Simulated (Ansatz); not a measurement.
**Al: energy along a strain**

Al, Im-3m, a = 3.182 Å (as given, not relaxed at this level: 0.5 GPa). This isn't the element's structure at ambient conditions. Ansatz: r2SCAN, PAW, 500 eV, Γ-centred 20×20×20 mesh on 1 atom, Gaussian smearing 0.15 eV; no spin polarisation. Cell vectors (Å): -1.591 1.591 1.591; 1.591 -1.591 1.591; 1.591 1.591 -1.591. The cell is strained by x per cent times the pattern (1 1 0 0 0 0) in the order xx yy zz yz xz xy (engineering shears), with fractional coordinates held. y is the free energy over the start, V0 = 16.116 Å³/atom.

| x (%) | y (meV/atom) |
| --- | --- |
| -2.00 | ? |
| -1.50 | 4.82 |
| -1.00 | 2.44 |
| -0.50 | 0.85 |
| 0.00 | 0.00 |
| 0.50 | -0.12 |
| 1.00 | 0.47 |
| 1.50 | 1.77 |
| 1.75 | 2.68 |
| 2.00 | 3.77 |

Fit y = c1 x + c2 x² + c3 x³ to the other rows, get the stiffness along the pattern, and predict the missing energy.

Least squares on the rows shown. y = −0.9705 x + 1.464 x² − 0.01885 x³. The clamped-ion stiffness p·C·p = 2 × 14.64 eV × 160.2 / 16.116 Å³ = 291 GPa (second derivative at the start, which stands under stress). At x = -2.00 the fit asked for gives 7.95 meV/atom. The run gave 8.02 meV/atom, so the fit is 0.07 meV/atom too low, a small miss on the scale of the series.